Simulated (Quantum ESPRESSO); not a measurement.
# Si6AlP: input and log of a self-consistent run

Computed values, not a measurement. The program is pw.x of Quantum ESPRESSO 7.5 (plane-wave density functional theory). The cell is made up: 8 atoms on a zincblende/diamond lattice, with randomly drawn elements, strain and displacements, not relaxed. PseudoDojo standard norm-conserving files (v0.5 for PBE, v0.4.1 for LDA and PBEsol) set the functional; there is no spin polarisation, spin-orbit coupling or dispersion term, and the masses in the input are unused placeholders.

Input:

```
&control calculation='scf', pseudo_dir='./dojo.nc.sr.pbe.v0_5.standard.upf', outdir='./o', disk_io='low', tprnfor=.true., tstress=.true. /
&system ibrav=0, nat=8, ntyp=3, nbnd=26, ecutwfc=44.02568797, nosym=.true., tot_charge=0,
 occupations='smearing', smearing='fd', degauss=0.0073498644
/
&electrons conv_thr=7.350e-09, electron_maxstep=60, /
ATOMIC_SPECIES
Al 1.0 Al.upf
P 1.0 P.upf
Si 1.0 Si.upf
CELL_PARAMETERS angstrom
5.397 0.0064 0.0111
0.0064 5.3996 0.0565
0.0111 0.0565 5.5672
ATOMIC_POSITIONS angstrom
Si 0.033 0.1023 0.1388
Si 0.0781 2.9151 2.8897
Al 2.6695 -0.1438 2.7006
Si 2.6652 2.7311 -0.0242
Si 1.3133 1.1886 1.3894
Si 1.2293 3.9982 4.3251
P 3.8857 1.4026 3.9929
Si 4.167 4.1915 1.3916
K_POINTS automatic
6 6 6 1 1 1
```

The log is shortened where brackets say so; the opening notice, blank lines, dates and the lines on written files are dropped, and the path of the files is cut. It prints rydbergs, bohrs and kilobars, and counts compression as positive stress.

```
     Program PWSCF v.7.5
     Parallel version (MPI & OpenMP), running on       4 processor cores
     Number of MPI processes:                 4
     Threads/MPI process:                     1
     [start-up lines left out]
     bravais-lattice index     =            0
     lattice parameter (alat)  =      10.1989  a.u.
     unit-cell volume          =    1094.7096 (a.u.)^3
     number of atoms/cell      =            8
     number of atomic types    =            3
     number of electrons       =        32.00
     number of Kohn-Sham states=           26
     kinetic-energy cutoff     =      44.0257  Ry
     charge density cutoff     =     176.1028  Ry
     scf convergence threshold =      7.3E-09
     mixing beta               =       0.7000
     number of iterations used =            8  plain     mixing
     Exchange-correlation= PBE
                           (   1   4   3   4   0   0   0)
     [axes and pseudopotential details left out]
   Cartesian axes
     site n.     atom                  positions (alat units)
         1        Si     tau(   1) = (   0.0061145   0.0189549   0.0257179  )
         2        Si     tau(   2) = (   0.0144710   0.5401319   0.5354256  )
         3        Al     tau(   3) = (   0.4946253  -0.0266444   0.5003877  )
         4        Si     tau(   4) = (   0.4938285   0.5060390  -0.0044840  )
         5        Si     tau(   5) = (   0.2433382   0.2202328   0.2574386  )
         6        Si     tau(   6) = (   0.2277740   0.7408169   0.8013874  )
         7        P      tau(   7) = (   0.7199720   0.2598844   0.7398349  )
         8        Si     tau(   8) = (   0.7720934   0.7766330   0.2578462  )
     number of k points=   108  Fermi-Dirac smearing, width (Ry)=  0.0073
     Number of k-points >= 100: set verbosity='high' to print them.
     Dense  grid:    43215 G-vectors     FFT dimensions: (  45,  45,  45)
     Estimated max dynamical RAM per process >     110.66 MB
     Estimated total dynamical RAM >     411.00 MB
     Initial potential from superposition of free atoms
     starting charge      31.9937, renormalised to      32.0000
     Starting wfcs are   32 randomized atomic wfcs
     total cpu time spent up to now is        1.8 secs
     per-process dynamical memory:    97.9 Mb
     Self-consistent Calculation
     iteration #  1     ecut=    44.03 Ry     beta= 0.70
     Davidson diagonalization with overlap
     ethr =  1.00E-02,  avg # of iterations =  5.1
     Threshold (ethr) on eigenvalues was too large:
     Diagonalizing with lowered threshold
     Davidson diagonalization with overlap
     ethr =  7.98E-04,  avg # of iterations =  2.1
     total cpu time spent up to now is        9.5 secs
     total energy              =     -69.08206325 Ry
     estimated scf accuracy    <       0.27837414 Ry
     iteration #  2     ecut=    44.03 Ry     beta= 0.70
     Davidson diagonalization with overlap
     ethr =  8.70E-04,  avg # of iterations =  2.2
     total cpu time spent up to now is       12.8 secs
     total energy              =     -69.10084285 Ry
     estimated scf accuracy    <       0.06519081 Ry
     iteration #  3     ecut=    44.03 Ry     beta= 0.70
     Davidson diagonalization with overlap
     ethr =  2.04E-04,  avg # of iterations =  5.1
     total cpu time spent up to now is       17.0 secs
     total energy              =     -69.11754279 Ry
     estimated scf accuracy    <       0.02757545 Ry
     iteration #  4     ecut=    44.03 Ry     beta= 0.70
     Davidson diagonalization with overlap
     ethr =  8.62E-05,  avg # of iterations =  3.9
     total cpu time spent up to now is       20.7 secs
     total energy              =     -69.12306329 Ry
     estimated scf accuracy    <       0.00150250 Ry
     iteration #  5     ecut=    44.03 Ry     beta= 0.70
     Davidson diagonalization with overlap
     c_bands:  1 eigenvalues not converged
     c_bands:  1 eigenvalues not converged
     ethr =  4.70E-06,  avg # of iterations = 10.2
     total cpu time spent up to now is       26.2 secs
     total energy              =     -69.12346008 Ry
     estimated scf accuracy    <       0.00018625 Ry
     iteration #  6     ecut=    44.03 Ry     beta= 0.70
     Davidson diagonalization with overlap
     c_bands:  1 eigenvalues not converged
     ethr =  5.82E-07,  avg # of iterations =  2.5
     total cpu time spent up to now is       29.6 secs
     total energy              =     -69.12350776 Ry
     estimated scf accuracy    <       0.00001391 Ry
     iteration #  7     ecut=    44.03 Ry     beta= 0.70
     Davidson diagonalization with overlap
     ethr =  4.35E-08,  avg # of iterations =  2.2
     total cpu time spent up to now is       32.8 secs
     total energy              =     -69.12351094 Ry
     estimated scf accuracy    <       0.00000136 Ry
     iteration #  8     ecut=    44.03 Ry     beta= 0.70
     Davidson diagonalization with overlap
     ethr =  4.25E-09,  avg # of iterations =  2.4
     total cpu time spent up to now is       36.1 secs
     total energy              =     -69.12351137 Ry
     estimated scf accuracy    <       0.00000009 Ry
     iteration #  9     ecut=    44.03 Ry     beta= 0.70
     Davidson diagonalization with overlap
     ethr =  2.76E-10,  avg # of iterations =  3.6
     total cpu time spent up to now is       39.7 secs
     total energy              =     -69.12351140 Ry
     estimated scf accuracy    <       0.00000002 Ry
     iteration # 10     ecut=    44.03 Ry     beta= 0.70
     Davidson diagonalization with overlap
     ethr =  4.71E-11,  avg # of iterations =  2.3
     total cpu time spent up to now is       43.0 secs
     End of self-consistent calculation
     Number of k-points >= 100: set verbosity='high' to print the bands.
     the Fermi energy is     6.1456 ev
!    total energy              =     -69.12351141 Ry
     estimated scf accuracy    <          3.8E-09 Ry
     smearing contrib. (-TS)   =      -0.00140944 Ry
     internal energy E=F+TS    =     -69.12210196 Ry
     The total energy is F=E-TS. E is the sum of the following terms:
     one-electron contribution =      17.76878510 Ry
     hartree contribution      =       5.17052794 Ry
     xc contribution           =     -24.78011537 Ry
     ewald contribution        =     -67.28129963 Ry
     convergence has been achieved in  10 iterations
     Forces acting on atoms (cartesian axes, Ry/au):
     atom    1 type  3   force =    -0.06058253   -0.02367937   -0.16213793
     atom    2 type  3   force =    -0.06617787   -0.11359170   -0.08712549
     atom    3 type  1   force =    -0.02435490   -0.00575501    0.05413430
     atom    4 type  3   force =     0.03755524   -0.04863046    0.04025396
     atom    5 type  3   force =     0.05969423    0.15621695    0.05734308
     atom    6 type  3   force =     0.04157451    0.09444775    0.04367615
     atom    7 type  2   force =     0.04868871    0.03452066    0.05695873
     atom    8 type  3   force =    -0.03639739   -0.09352880   -0.00310280
     Total force =     0.353618     Total SCF correction =     0.000077
     Computing stress (Cartesian axis) and pressure
          total   stress  (Ry/bohr**3)                   (kbar)     P=       48.47
   0.00045312   0.00013943   0.00024213           66.66       20.51       35.62
   0.00013943   0.00027437   0.00002636           20.51       40.36        3.88
   0.00024213   0.00002636   0.00026107           35.62        3.88       38.40
     init_run     :      1.64s CPU      1.72s WALL (       1 calls)
     electrons    :     40.85s CPU     41.24s WALL (       1 calls)
     forces       :      0.66s CPU      0.67s WALL (       1 calls)
     stress       :      2.33s CPU      2.34s WALL (       1 calls)
     [timing details left out]
     PWSCF        :     45.57s CPU     46.07s WALL
     JOB DONE.
```

In other units: free energy -940.473 eV for the cell, pressure 4.85 GPa, largest force component 4.169 eV/Å. A rerun of a related cell, with the same atoms placed differently, at 838 eV and a 8 x 8 x 8 mesh moved values by no more than 0.002 eV in energy, 0.02 GPa in stress and 0.004 eV/Å in force.